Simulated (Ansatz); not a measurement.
LiCd: energy along a strain

LiCd, Fd-3m, a = 6.671 Å. The structure is a Materials Project entry; whether it is the stable form wasn't checked. Ansatz: r2SCAN, PAW, 500 eV, Γ-centred 12×12×12 mesh on 4 atoms, Gaussian smearing 0.15 eV; no spin polarisation. Cell vectors (Å): 0.000 3.336 3.336; 3.336 0.000 3.336; 3.336 3.336 0.000. The cell is strained by x per cent times the pattern (1 -1 0 0 0 0) in the order xx yy zz yz xz xy (engineering shears), with fractional coordinates held. y is the free energy over the start, V0 = 18.559 Å³/atom. Symmetry makes y even in x. Points with a strain past 8.5 % were computed too (2) and aren't used here.

```tsv
x (%)	y (meV/atom)
-5.00	3.46
0.00	0.00
2.50	?
6.25	5.65
7.50	8.56
```

Question: Fit y = c2 x² + c4 x⁴ to the other rows, get the stiffness along the pattern, and predict the missing energy.

Answer: Least squares on the rows shown. y = 0.1274 x² + 0.0004401 x⁴. The clamped-ion stiffness p·C·p = 2 × 1.274 eV × 160.2 / 18.559 Å³ = 22 GPa. At x = 2.50 the fit asked for gives 0.81 meV/atom. The run gave 0.82 meV/atom, so the fit is 0.01 meV/atom too low, a small miss on the scale of the series.

Cost: 7 runs of about 5.7 core-minutes in all, on Arm Neoverse V2 (shared hosts).